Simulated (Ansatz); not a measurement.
## Electric field gradients in PtSe₂ under strain

The cell is a structure deposited in the COD, relaxed with PBE at fixed cell and then changed (z compressed by 3 %, ions relaxed).

```
Pt Se
1.0
     3.72780    0.00000    0.00000
    -1.86390    3.22837    0.00000
     0.00000    0.00000    4.88036
Pt Se
1 2
Direct
  0.00000 0.00000 0.00000
  0.33333 0.66667 0.26663
  0.66667 0.33333 0.73337
```

Atom numbers follow the list; atoms alike are taken as one site, whose name carries the number of the first.

All values are calculated (Ansatz; DFT, PBE, plane waves and PAW, scalar-relativistic, 420 eV cutoff, Γ-centred 14×14×9 k-points, Fermi–Dirac smearing 0.05 eV), not measured.

V_zz is the principal component of the electric field gradient with the largest magnitude, η = (V_xx − V_yy)/V_zz and C_Q = eQV_zz/h.

Problem. Which values are expected at the nuclei?

Solution. 

| site | atoms (order as listed) | first shell | V_xx, V_yy, V_zz (10²¹ V/m²) | η | C_Q (MHz) |
| --- | --- | --- | --- | --- | --- |
| Pt | 1 | 6 Se at 2.52 Å | -4.36, -4.36, 8.72 | 0.00 | – |
| Se | 2, 3 | 3 Pt at 2.52 Å; also 3 Se at 3.13 Å | 1.19, 1.19, -2.39 | 0.00 | – |

An axis of threefold or higher order runs through Pt and Se, so V_zz lies along it and η is zero.

Pt, Se have no stable isotope with a ground-state quadrupole moment in the table, so no C_Q is given.

The run finds no gap above 0.1 eV (a metal, or nearly one), so the gradients can move by 10 % or more with the k-mesh. Spin–orbit coupling is left out, which shifts gradients on Pt by a few per cent in wide-gap crystals, and can shift them far more where the calculated gap is small or absent, as here. At this changed cell the PBE pressure is 6 GPa.

The relaxation (4 steps) took 31 s of wall time (30 s of CPU time) and 0.66 GiB at its peak, on 1 thread of Intel Xeon Platinum 8488C (Sapphire Rapids) (x86_64; 16 cores open to the job, memory cap 3.0 GiB, no GPU), a shared host with a load of 0.3 a core.
